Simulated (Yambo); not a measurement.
Yambo run on HgO (space group P3_221, No. 154). The wavefunctions come from this Quantum ESPRESSO step (PBEsol, PseudoDojo standard norm-conserving files, fully relativistic):

```
&CONTROL
  calculation = 'nscf'
  pseudo_dir = './pseudo'
  outdir = './out'
/
&SYSTEM
  ibrav = 0
  nat = 6
  ntyp = 2
  ecutwfc = 84.0
  ecutrho = 336.0
  occupations = 'fixed'
  force_symmorphic = .true.
  nbnd = 353
  noncolin = .true.
  lspinorb = .true.
/
&ELECTRONS
  conv_thr = 6.000000000000001e-09
  diago_full_acc = .true.
  diago_thr_init = 1e-08
/
ATOMIC_SPECIES
O 15.9990 O.upf
Hg 200.5920 Hg.upf
CELL_PARAMETERS angstrom
  3.653743349996   0.000000000000   0.000000000000
 -1.826871674998   3.164234560005   0.000000000000
  0.000000000000   0.000000000000   8.835307379000
ATOMIC_POSITIONS crystal
O   0.448006229300   0.448006229300   0.500000000000
O   0.551993770700   0.000000000000   0.166666666667
O  -0.000000000000   0.551993770700   0.833333333333
Hg   0.768365933800   0.768365933800   0.000000000000
Hg   0.231634066200   0.000000000000   0.666666666667
Hg   0.000000000000   0.231634066200   0.333333333333
K_POINTS automatic
3 3 1 0 0 0
```

Yambo input:

```
rim_cut
gw0
dyson
el_el_corr
HF_and_locXC
ppa
em1d
RandQpts= 1000000
RandGvec= 1 Ry
EXXRLvcs= 84 Ry
VXCRLvcs= 336 Ry
Chimod= "HARTREE"
% BndsRnXp
 25 | 352 |
%
NGsBlkXp= 7 Ry
% LongDrXp
 1.0 | 1.0 | 1.0 |
%
PPAPntXp= 27.2114 eV
% GbndRnge
 1 | 352 |
%
GTermKind= "BG"
DysSolver= "n"
ExtendOut
% QPkrange
 1 | 1 | 76 | 80 |
 3 | 3 | 78 | 79 |
%
```

k points by index: 1 = Γ, 3 = K.

Table of the .qp output:

```
#    K-point    Band    Eo [eV]    E [eV]    E-Eo [eV]    Vxc [eV]    Vnlxc [eV]    Sc|Eo [eV]    Sc|E [eV]    dSc/dw|Eo [eV]    Re(Z)    Im(Z)
#
    1    76    -0.011347    -0.320669    -0.309322    -20.47218    -25.54014    4.666821    4.758639    -8.073875    0.771180    -0.001410
    1    77    -0.31117E-12    -0.312217    -0.312217    -20.62431    -25.77897    4.749671    4.842436    -8.081443    0.771015    -0.001411
    1    78    0.000000    -0.312214    -0.312214    -20.62431    -25.77896    4.749666    4.842430    -8.081444    0.771015    -0.001411
    1    79    1.504141    2.267399    0.763258    -20.62534    -18.20847    -1.460657    -1.653620    -6.879057    0.798210    -0.001170
    1    80    1.504141    2.267397    0.763256    -20.62534    -18.20847    -1.460655    -1.653617    -6.879057    0.798210    -0.001170
    3    78    -0.355381    -0.747005    -0.391624    -20.22612    -25.00202    4.274526    4.384275    -7.623274    0.781156    -0.001368
    3    79    4.332691    5.413189    1.080498    -17.10726    -11.82172    -3.945698    -4.205040    -6.530342    0.806457    -0.001761
```
(The two width columns are left out.) Convergence of these settings isn't established.

Geometry relaxed with PBE+D3(BJ).

The structure is a Materials Project entry; no match was found in the copy of COD used, and its stability was not checked.
